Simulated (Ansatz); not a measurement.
**ZnS: computed property card**

ZnS:
```yaml
crystal:
  lattice:
    - [3.80916, 0.00000, 0.00000]
    - [-1.90458, 3.29883, 0.00000]
    - [0.00000, 0.00000, 18.68997]
  atoms:
    - { symbol: Zn, position: [0.00000, 0.00000, 0.00003] }
    - { symbol: Zn, position: [0.00000, 0.00000, 0.50003] }
    - { symbol: Zn, position: [0.33333, 0.66667, 0.16681] }
    - { symbol: Zn, position: [0.66667, 0.33333, 0.66681] }
    - { symbol: Zn, position: [0.66667, 0.33333, 0.33327] }
    - { symbol: Zn, position: [0.33333, 0.66667, 0.83327] }
    - { symbol: S, position: [0.00000, 0.00000, 0.12511] }
    - { symbol: S, position: [0.00000, 0.00000, 0.62511] }
    - { symbol: S, position: [0.33333, 0.66667, 0.29165] }
    - { symbol: S, position: [0.66667, 0.33333, 0.79165] }
    - { symbol: S, position: [0.66667, 0.33333, 0.45813] }
    - { symbol: S, position: [0.33333, 0.66667, 0.95813] }
```

Space group P6_3mc (No. 186), 6H polytype; conventional cell a = b = 3.809 Å, c = 18.690 Å, α = β = 90.00°, γ = 120.00°.

Method: the program Ansatz at the r²SCAN level (PAW). The cell and atoms are relaxed at this level. Other levels are named where they apply.

Cell and energy:

```
Quantity                                                       Value
-----------------------------------------------------  -------------
Volume per atom                                             19.57 Å³
Density                                                   4.13 g/cm³
Formation energy from the elements (no fitted shifts)  -0.98 eV/atom
```

Electronic structure:

```
Quantity                                                              Result
--------------------------------------------  ------------------------------
Band gap                                                    2.73 eV (direct)
Valence-band maximum                                                    at Γ
Conduction-band minimum                                                 at Γ
Electron effective mass                                  0.19 mₑ (isotropic)
Hole effective mass, band 1 of 2 at the edge   1.6 along x, 1.5 along z (mₑ)
Hole effective mass, band 2 of 2 at the edge  0.19 along x, 1.5 along z (mₑ)
HSE06 gap on the r²SCAN cell                                         3.40 eV
```

Mechanics:

```
Item                                                                                                           Result
-----------------------------------------------------------  --------------------------------------------------------
Bulk modulus (Birch–Murnaghan fit)                                                                           78.5 GPa
Pressure derivative B′                                                                                            4.3
Elastic constants (relaxed ions, GPa)                        C11 = 129, C12 = 59.9, C13 = 45.1, C33 = 148, C44 = 30.6
Mechanical stability                                                           stable (all eigenvalues of C positive)
Hill bulk and shear moduli                                                                          78.5 and 35.6 GPa
Young's modulus                                                                                              92.9 GPa
Poisson's ratio                                                                                                  0.30
Debye temperature from the elastic constants                                                                    362 K
Piezoelectric stress constants (proper, relaxed ions, C/m²)          e15 = e24 = -0.08, e31 = e32 = -0.10, e33 = 0.15
```

Dielectric response:

```
Item                                                                                     Result
--------------------------------------------------------  -------------------------------------
Electronic dielectric constant ε∞ (DFPT)                              5.41 (xx = yy), 5.49 (zz)
Static dielectric constant ε0 (ions relaxed, cell fixed)              8.44 (xx = yy), 8.67 (zz)
Born charges (a third of the trace)                       Zn +1.98 to +2.00, S -1.99 to -1.98 e
```

Phonons:

```
Quantity                                                            Result
--------------------------------------------------  ----------------------
Highest zone-centre frequency (without LO–TO term)               341 cm^-1
Zone-centre stability                               no imaginary mode at Γ
```

Charges:

```
Item                                           Value
-------------  -------------------------------------
Bader charges  Zn +0.96 to +0.97, S -0.97 to -0.96 e
```

The workflow started from an entry of the Crystallography Open Database (COD). Its sites differ from those of the usual phase in this space group: another stacking or structure type. Symmetry was held in the r²SCAN relaxation. Signs of piezoelectric constants follow the polarity of the cell as given. The references are the lowest solids computed at this level, not always the standard phases.

Potentials: the later of the program's two PAW sets.
